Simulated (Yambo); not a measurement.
Yambo run on Mg₂ZnO₃ (space group P-3m1, No. 164). The wavefunctions are PBEsol (Quantum ESPRESSO, PseudoDojo norm-conserving, 84 Ry, scalar-relativistic) ones on a 6×6×2 mesh (29 occupied bands); a = b = 3.0330 Å, c = 7.4033 Å, α = β = 90.00°, γ = 120.00°.

Yambo input:

```
rim_cut
gw0
dyson
el_el_corr
HF_and_locXC
ppa
em1d
RandQpts= 1000000
RandGvec= 1 Ry
EXXRLvcs= 84 Ry
VXCRLvcs= 336 Ry
Chimod= "HARTREE"
% BndsRnXp
 7 | 125 |
%
NGsBlkXp= 3 Ry
% LongDrXp
 1.0 | 1.0 | 1.0 |
%
PPAPntXp= 27.2114 eV
% GbndRnge
 1 | 125 |
%
GTermKind= "BG"
DysSolver= "n"
ExtendOut
% QPkrange
 1 | 1 | 29 | 30 |
 2 | 2 | 29 | 29 |
%
```

k points by index: 1 = Γ, 2 = A.

Resulting energies as the program prints them:

```
#    K-point    Band    Eo [eV]    E [eV]    E-Eo [eV]    Vxc [eV]    Vnlxc [eV]    Sc|Eo [eV]    Sc|E [eV]    dSc/dw|Eo [eV]    Re(Z)    Im(Z)
#
    1    29    -0.088342    -1.222742    -1.134400    -22.27056    -28.04660    4.374991    4.641647    -6.395714    0.809690    -0.001167
    1    30    2.842705    3.537259    0.694554    -14.66344    -10.51032    -3.333238    -3.458571    -4.909866    0.847145    -0.866309E-3
    2    29    0.000000    -1.100736    -1.100736    -22.06706    -27.74777    4.322585    4.579983    -6.362456    0.810492    -0.001156
```
(The two width columns are left out.) Convergence of these settings isn't established.

Geometry of the Materials Project entry, not relaxed at this level.

The structure is a Materials Project entry; no match was found in the copy of COD used, and its stability was not checked.
